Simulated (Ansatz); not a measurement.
# Zr2Au (I4/mmm): electronic heat capacity and spin susceptibility from the density of states

Level of theory: Ansatz, DFT r2SCAN, scalar-relativistic, plane waves, PAW.

Cutoff 500 eV; k points 18×18×18 on the computed 3-atom cell (Γ-centred); Gaussian smearing, width 0.10 eV; no spin polarisation.

Relaxed cell: I4/mmm, a = 3.297 Å, b = 3.297 Å, c = 11.666 Å, α = 90.00°, β = 90.00°, γ = 90.00°, 3 atoms in the primitive cell. Whether it is the stable form of this composition wasn't checked.

The density of states at the Fermi level is 1.165 states/eV in the cell of 3 atoms (1 formula unit; both spins, tetrahedra on a 27×27×27 mesh). Averaged over bins of 0.1 eV the density runs from 1.1 to 1.9 states/eV within 0.2 eV of the Fermi level, so the figure hangs on the exact place of that level.

Q: What Sommerfeld coefficient and Pauli susceptibility does this give?

A: Per formula unit N(E_F) = 1.165 states/eV. γ = (π²/3) k_B² N(E_F) N_A = 2.357 mJ/(mol K²) per state/eV, so γ = 2.7 mJ/(mol K²), a mole of formula units. χ_P = μ_B² N(E_F) N_A = 3.23×10⁻⁵ emu/mol per state/eV gives 3.8×10⁻⁵ emu/mol. This is the bare band result: a measured γ of the same phase is as a rule larger by a factor 1 + λ from phonons and spin fluctuations, the spin part of χ is larger by the Stoner factor, and a measured χ also holds orbital and core terms. N(E_F) at one energy is sensitive to the mesh where the density of states has sharp peaks.

Spin-orbit coupling is left out, which matters for the bands of heavy elements.

Cost: 1 run of about 5.9 core-minutes, on Arm Neoverse V1 (shared hosts).